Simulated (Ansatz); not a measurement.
Given:

Bi₂Pd:
```cif
data_Bi2Pd
_chemical_formula_sum 'Bi2 Pd1'
_space_group_name_H-M_alt 'P 1'
_space_group_IT_number 1
_cell_length_a 6.77774
_cell_length_b 6.77774
_cell_length_c 6.77774
_cell_angle_alpha 151.542
_cell_angle_beta 151.542
_cell_angle_gamma 40.682
loop_
_space_group_symop_operation_xyz
  'x, y, z'
loop_
_atom_site_label
_atom_site_type_symbol
_atom_site_fract_x
_atom_site_fract_y
_atom_site_fract_z
_atom_site_occupancy
Bi1 Bi 0.63649 0.63649 0.00000 1
Bi2 Bi 0.36351 0.36351 0.00000 1
Pd1 Pd 0.00000 0.00000 0.00000 1
```

This is the LDA-relaxed structure.

Question: All from plane-wave PAW LDA (Ansatz code), unless another level is named. Give the bulk modulus (Birch–Murnaghan fit).

Answer: 65.8 GPa.

Question: Next, the highest zone-centre frequency?

Answer: 107 cm⁻¹.

Space group I4/mmm (MoSi2 or CaC2 type). The workflow started from a Materials Project entry (that database holds measured and hypothetical structures alike); the Crystallography Open Database files this formula in space group No. 139, but the cells were not matched. Its standing as an ambient phase is unchecked. The LDA relaxation kept the symmetry of its start; whether a distortion lowers the energy is not shown. The run is not spin-polarised. As this level gives no gap, phonon frequencies hold no LO–TO term and depend on the k-mesh and smearing (Fermi–Dirac, 0.1 eV here). Scalar-relativistic: spin–orbit coupling is off unless named, which matters more the heavier the elements.

Potentials: the later of the program's two PAW sets.
